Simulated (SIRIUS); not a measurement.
Input and output of a self-consistent single point for TiO2 (P1, 6 atoms in the cell; from Materials Project mp-2657, changed as shown) (SIRIUS).

Computed with LDA (PW92), PseudoDojo 0.4 standard norm-conserving LDA (tails mended) pseudopotentials (plane waves; SIRIUS).

The change in words: atoms moved at random. Reference geometry (P4_2/mnm):
```
CELL_PARAMETERS angstrom
      4.59984     0.00000     0.00000
      0.00000     4.59984     0.00000
      0.00000     0.00000     2.95921
ATOMIC_POSITIONS crystal
  Ti 0.50000 0.50000 0.00000
  Ti 0.00000 0.00000 0.50000
  O  0.69568 0.69568 0.50000
  O  0.30432 0.30432 0.50000
  O  0.80432 0.19568 0.00000
  O  0.19568 0.80432 0.00000
```

Reference input (self-consistent single point, DFT, LDA (PW92), plane waves, PseudoDojo 0.4 standard norm-conserving LDA (tails mended) pseudopotentials): parameters.ngridk = 4 4 6; parameters.xc_functionals = [XC_LDA_X, XC_LDA_C_PW]; parameters.gk_cutoff = 9.165 1/bohr; parameters.pw_cutoff = 18.331 1/bohr; parameters.smearing = fermi_dirac; parameters.smearing_width = 0.000367493 Ha; potentials = PseudoDojo 0.4 standard norm-conserving LDA (tails mended) pseudopotentials; parameters.electronic_structure_method = pseudopotential; parameters.num_bands = 29; parameters.num_mag_dims = 0; parameters.num_dft_iter = 100; parameters.energy_tol = 1e-07 Ha. This run's input differs from it in these lines:

```diff
@@ -45,10 +45,10 @@
       "Ti": [
-        [0.5, 0.5, 0.0],
-        [0.0, 0.0, 0.5]
+        [0.499071, 0.513319, -0.003598],
+        [0.00082, -0.025738, 0.495134]
       ],
       "O": [
-        [0.69568, 0.69568, 0.5],
-        [0.30432, 0.30432, 0.5],
-        [0.80432, 0.19568, 0.0],
-        [0.19568, 0.80432, 0.0]
+        [0.69369, 0.714566, 0.480733],
+        [0.318056, 0.293778, 0.513566],
+        [0.805096, 0.19986, 0.011435],
+        [0.183268, 0.804214, 0.00273]
       ]
```

Log, with long lists cut:

```
[find] density tolerance         : 1e-06
[find] total energy tolerance    : 1e-07
[find] iter_solver_tol (initial) : 0.01
[find] iter_solver_tol (target)  : 1e-13
[find] num_dft_iter              : 100
Charges and magnetic moments
--------------------------------------------------------------------------------
total charge          : 48.000000
[find] | SCF iteration   0 out of 100|
[diagonalize] iterative solver tolerance (occupied, empty): 0.01 0.01
[diagonalize] average number of iterations: 1
[find] Charges and magnetic moments
[find] total charge          : 48.000000
[find] Energy
[find] smearing (-TS)                 :       0.00000000
   [... lines left out ...]

[find] Charges and magnetic moments
[find] total charge          : 48.000000
[find] Energy
[find] smearing (-TS)                 :       0.00000000
[find] Total energy                   :    -185.08355086 (Ha),    -370.16710173 (Ry)
[find] Free energy (E-TS)             :    -185.08355086 (Ha),    -370.16710173 (Ry)
[find] band gap (eV)                  :       1.44139052
[find] Efermi                         :       0.36036793
[find] iteration : 30, RMS (target) : 8.5825e-07 (1.0000e-06) , energy difference (target) : -1.0400e-10 (1.0000e-07)
[find] bands are converged : true
[find] iterative solver converged : false
[find] converged after 31 SCF iterations!
[find] Charges and magnetic moments
[find] total charge          : 48.000000
[find] Energy
[find] smearing (-TS)                 :       0.00000000
[find] Total energy                   :    -185.08355086 (Ha),    -370.16710173 (Ry)
[find] Free energy (E-TS)             :    -185.08355086 (Ha),    -370.16710173 (Ry)
[find] band gap (eV)                  :       1.44139052
[find] Efermi                         :       0.36036793
[ground_state] === stress tensor components [kbar] ===
[ground_state] === stress_total ===
[ground_state]    46.456697  -15.317323   -3.252604
[ground_state]   -15.317323   94.125274  -13.662966
[ground_state]    -3.252604  -13.662966   83.217076
[ground_state] ==== total Forces in Ha/bohr =====
[ground_state] atom:    0, force:       0.0024759     -0.0496183     -0.0031675
[ground_state] atom:    1, force:      -0.0126964      0.0565074      0.0001707
[ground_state] atom:    2, force:      -0.0159403     -0.0172570      0.0127152
[ground_state] atom:    3, force:       0.0050151      0.0223661     -0.0051358
[ground_state] atom:    4, force:       0.0042193      0.0036504     -0.0020321
[ground_state] atom:    5, force:       0.0169269     -0.0156496     -0.0025499
```

The run converged in 31 iterations. SIRIUS prints the stress tensor with tension positive. Against the reference run the free energy goes up by 57.4 meV/atom, the pressure goes from -9.34 to -7.46 GPa, the largest force goes from 0.141 to 2.978 eV/Å and the gap on the mesh goes from 1.802 to 1.441 eV.

Forces above 1 eV/Å remain at this geometry. The structure comes from a collection of computed structures, made at another level of theory; the collection holds predicted forms beside known ones.

Cost on one core: around 6 core-minutes (rough).

The gap that the log prints is read on the run's mesh, which can miss the band edges or a crossing.

“Tails mended”: in these copies of the files the far tail of each local potential was reset to the Coulomb form.
